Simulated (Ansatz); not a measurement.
The start is a relaxed MoPt cell with every coordinate shifted by Gaussian noise of σ = 0.2 Å. The structure is fully relaxed (lattice and positions, P = 0) with PBEsol (plane waves to 420 eV, PAW, scalar-relativistic; Ansatz, a first-principles code). First-step values are on the input's coarse k-mesh.

Ansatz input (later rounds restart from its end on a renewed k-mesh):
Ansatz 0.2 input:
```yaml
crystal:
  lattice:
    - [4.4550051738, 0, 0]
    - [0, 2.7187555753, 0]
    - [0, 0, 4.913225033]
  atoms:
    - { symbol: Mo, position: [0.2813505945, -0.1258523603, 0.1053731008] }
    - { symbol: Mo, position: [0.7119356188, -0.0041554116, 0.837294716] }
    - { symbol: Pt, position: [0.2494015776, 0.4486072967, 0.6791561522] }
    - { symbol: Pt, position: [0.7852990207, 0.5257224564, 0.3169035881] }
basis: { ecutwfc: 420, ecutrho_ratio: 4, xc_grid: 2, fft_grid_basis: typed }
kpoints: { mp_grid: { grid: [7, 12, 7] } }
hamiltonian:
  xc: pbesol
  dispersion: none
  pseudopotentials: { kind: paw }
scf: { occupations: { method: fermi_dirac, width: 0.05 } }
relax: { f_tol: 0.01, max_steps: 100, cell: { stress_tol: 0.02 } }
output: { forces: true, stress: true }
```

```yaml
largest_initial_force: 5.87 eV/Å, on Mo1 (atoms numbered as listed)
relative_to_the_parent: The parent structure is recovered, Pmma (No. 51)
Shortest distances (start → end): "The closest pairs of elements (up to four, under 3.6 Å), start → end: Mo–Mo 2.35 → 2.72 Å; Mo–Pt 2.40 → 2.74 Å; Pt–Pt 2.72 → 2.72 Å"
band_gap_at_the_end: no gap (metallic)
optimiser_moves: 8
```

Final structure:

```cif
data_Mo2Pt2
_chemical_formula_sum 'Mo2 Pt2'
_space_group_name_H-M_alt 'Pmma'
_space_group_IT_number 51
_space_group_name_Hall '-P 2a 2a'
_cell_length_a 4.45501
_cell_length_b 2.71876
_cell_length_c 4.91324
_cell_angle_alpha 90.000
_cell_angle_beta 90.000
_cell_angle_gamma 90.000
loop_
_space_group_symop_operation_xyz
  'x, y, z'
  '-x, -y, -z'
  '-x+1/2, -y, z'
  'x+1/2, y, -z'
  'x+1/2, -y, -z'
  '-x+1/2, y, z'
  '-x, y, -z'
  'x, -y, z'
loop_
_atom_site_label
_atom_site_type_symbol
_atom_site_symmetry_multiplicity
_atom_site_Wyckoff_symbol
_atom_site_fract_x
_atom_site_fract_y
_atom_site_fract_z
_atom_site_occupancy
Mo1 Mo 2 f 0.25000 0.50000 0.66390 1
Pt1 Pt 2 e 0.25000 0.00000 0.16449 1
```

Final values are on a 11×17×10 k-mesh of the relaxed cell. No spin polarisation in the result.

The cell that was disturbed is our relaxation of an entry of Materials Project.
